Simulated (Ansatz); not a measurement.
**TaRh3 under pressure: fit and missing row**

TaRh3, Pm-3m, a = 3.864 Å. The structure is a COD entry; whether it is the stable form wasn't checked. Ansatz: r2SCAN, PAW, 500 eV, Γ-centred 12×12×12 mesh on 4 atoms, Gaussian smearing 0.10 eV; no spin polarisation. Cell and atoms are relaxed at each pressure, and no other structure is tried, so the rows at high pressure may lie past a change of phase.

| V (Å³/atom) | P (GPa) |
| --- | --- |
| 11.832 | 89.95 |
| 12.675 | 49.98 |
| 13.399 | 25.00 |
| ? | 12.00 |
| 14.225 | 4.04 |
| 14.372 | 0.97 |
| 14.421 | -0.01 |
| 14.473 | -1.03 |

Question: Take V0 = 14.421 Å³/atom, count pressures from its P0 = -0.01 GPa, fit the third-order Birch–Murnaghan form to the other rows, and predict the missing volume.

Answer: With the Eulerian strain f = ½[(V0/V)^(2/3) − 1] and y = (P − P0)/[3f(1 + 2f)^(5/2)], the form is the line y = B0 + 1.5 B0 (B0′ − 4) f. Rows (f, y): 0.07051, 305.8; 0.04492, 299.2; 0.02511, 293.7; 0.00458, 288.1; 0.00114, 284.9; -0.00120, 285.0. Means f = 0.02418, y = 292.78; Σ(Δf)² = 0.004137, ΣΔfΔy = 1.208; the slope is their ratio. y = 285.7 + 292.0 f GPa, so B0 = 285.7 GPa and B0′ = 4 + 2 × (292.0)/(3 × 285.7) = 4.68. P = 12.00 GPa is met at f = 0.01297 (y = 289.49), so V = V0 (1 + 2f)^(−3/2) = 13.877 Å³/atom. The run gave 13.878 Å³/atom, so the fit is 0.001 Å³/atom too low, within the rms miss on the fitted rows (0.001 Å³/atom).

Spin–orbit coupling is left out, which can shift energies with elements as heavy as these.

Cost: 8 runs of about 10 core-minutes in all, on Arm Neoverse V2 (shared hosts).